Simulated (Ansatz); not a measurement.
Data:

GaCo (CsCl type, Pm-3m), a = b = c = 2.840 Å, α = β = γ = 90.00°.

This is the PBEsol-relaxed structure.

Problem. All from PBEsol in the plane-wave PAW code Ansatz, unless another level is named. Predict the density of states at the Fermi level.

Solution. 0.47 states/eV per atom (mean over ±0.08 eV).

Problem. Predict the formation energy from the elements (no fitted shifts).

Solution. -0.33 eV/atom.

Problem. And the gap with spin–orbit coupling?

Solution. none (metallic).

The cell was relaxed with PBEsol under the symmetry of its start; of distortions, only those at the zone centre were tested. The workflow began spin-polarised and lost its moments. The references are the lowest solids computed at this level, not always the standard phases. Scalar-relativistic: spin–orbit coupling is off unless named, which matters more the heavier the elements.

Potentials: the later of the program's two PAW sets.
